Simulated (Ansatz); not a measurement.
Input and command of a calculation in Ansatz (plane waves; scalar-relativistic PAW potentials unless the input names others):

```yaml
crystal:
  lattice:
    - [1.5789430144, 0.9116031744, 5.4579681563]
    - [-1.5789430144, 0.9116031744, 5.4579681563]
    - [0.0, -1.8232063488, 5.4579681563]
  atoms:
    - { symbol: Zr, position: [0.5, 0.5, 0.5] }
    - { symbol: In, position: [0.0, 0.0, 0.0] }
basis:
  ecutwfc: 420
kpoints:
  mp_grid: { grid: [10, 10, 10] }
hamiltonian:
  xc: pbesol
scf:
  occupations: { method: gaussian, width: 0.1 }
output:
  forces: true
  eigenvalues: true
  stress: true
```

```bash
ansatz run input.yaml --threads 1 --pin off --max-ram 1331MiB --backend cpu --events-out ev --progress --plain --runs-dir out
```

Abridged log:
```
Basis set: ecut = 420 eV, 907 PW (Γ), FFT grids on a1−a3, a2−a3, a3, exchange–correlation on 48×48×80 points (8 copies of the dense FFT grid, shifted against one another)
Bands: 17, of which v1, the nominal top of the filled ones, is band 13 counted from 1 (12 counted from 0)
Symmetry: 12 space group operations
k-points: 116 of 1000
SCF iter   1: F=—  HF=-9654.365066 eV  |F-HF|=—  |Δ(HF+E_count)|=         —  Δρ=5.05e-3  dr2=3.32e-2  ethr=1.77e-3  ⟨swp⟩=5.2  Hψ=9201  notcnv=0
SCF iter   2: F=—  HF=-9654.359554 eV  |F-HF|=—  |Δ(HF+E_count)|=   5.51e-3  Δρ=2.48e-3  dr2=8.12e-3  ethr=1.33e-4  ⟨swp⟩=1.0  Hψ=2903  notcnv=0
SCF iter   3: F=—  HF=-9654.358051 eV  |F-HF|=—  |Δ(HF+E_count)|=   1.50e-3  Δρ=3.56e-4  dr2=8.66e-5  ethr=3.25e-5  ⟨swp⟩=1.9  Hψ=2128  notcnv=0
SCF iter   4: F=—  HF=-9654.358041 eV  |F-HF|=—  |Δ(HF+E_count)|=   9.89e-6  Δρ=9.75e-5  dr2=4.35e-6  ethr=3.46e-7  ⟨swp⟩=2.6  Hψ=3263  notcnv=0
SCF iter   5: F=—  HF=-9654.358039 eV  |F-HF|=—  |Δ(HF+E_count)|=   1.80e-6  Δρ=3.05e-5  dr2=6.52e-7  ethr=1.74e-8  ⟨swp⟩=2.2  Hψ=3119  notcnv=0
SCF iter   6: F=-9654.358039 eV  HF=-9654.358039 eV  |F-HF|=1.85e-9  |Δ(HF+E_count)|=   8.04e-8  Δρ=5.43e-6  dr2=6.67e-9  ethr=4.00e-10  ⟨swp⟩=6.3  Hψ=9052  notcnv=0
SCF 1 converged in 6 iterations: F = -9654.358039 eV  dr2 = 6.67e-9
SCF converged after 6 iterations
Free energy (F): -9654.358039 eV
Harris-Foulkes:  -9654.358039 eV  (|F-HF|=1.85e-9)
Internal energy: -9654.348759 eV  (E = F + TS)
E sigma→0 (E₀):  -9654.353399 eV
Entropy (-TS):   -0.009280 eV (-4.640 meV/atom)
Fermi energy:    12.500800 eV
--- Forces (eV/Å), atoms counted from 1 ---
  atom   1  Zr     0.00000000     0.00000000     0.00000000
  atom   2  In     0.00000000     0.00000000     0.00000000
--- Stress (GPa, compression-positive) ---
       -2.229990       0.000000       0.000000
        0.000000      -2.229990       0.000000
        0.000000       0.000000     -11.204882
  P = ⅓ Tr σ = -5.2216 GPa (-52.216 kbar)
```

Apart from outputs and empty bands, the input differs from a reference run on usual settings in kpoints.mp_grid.grid: [15, 15, 15] → [10, 10, 10]. The reference, at the same geometry (not necessarily relaxed), gave pressure -5.20 GPa, largest force 0.000 eV/Å, no gap on the mesh. This run converged in 6 SCF iterations (reference: 6) with an energy at zero smearing 1.40 meV/atom above the reference's, pressure -5.22 GPa, largest force 0.000 eV/Å, no gap on the mesh. Its k mesh is looser than usual, and the result moved.